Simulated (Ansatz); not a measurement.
Co (dhcp (α-La type), space group No. 194) at seven volumes, DFT-r²SCAN in the program Ansatz with PAW potentials, shape and atoms relaxed at each. One row is withheld.

```
V (Å³/atom)  P (GPa)
-----------  -------
9.725          26.21
10.046         15.73
10.366          7.04
10.687         -0.01
11.008             ?
11.328        -10.96
11.649        -15.12
```

Problem. Fit the shown pressures and predict the withheld one.

Solution. P = (3/2)B₀(x^(7/2) − x^(5/2))[1 + (3/4)(B′ − 4)(x − 1)] with x = (V₀/V)^(2/3). Least squares on the six rows gives V₀ = 10.683 Å³/atom, B₀ = 218 GPa, B′ = 5.20. At V = 11.008, x = 0.9802 and P = -6.04 GPa. The run itself gave -5.86 GPa.

Space group P6_3/mmc (dhcp (α-La type)). The first step of the workflow began from a Materials Project structure, measured or hypothetical. Its sites differ from those of the usual phase in this space group: another stacking or structure type. The cell was relaxed with r²SCAN under the symmetry of its start; whether a distortion lowers the energy is not shown. The final state is ferromagnetic, chosen from 5 collinear starts compared on coarse meshes (ties went to the first, and starts can fall back to one state), not a proven ground state. Other orbital occupations within this spin state were not tried.

Potentials: the later of the program's two PAW sets.
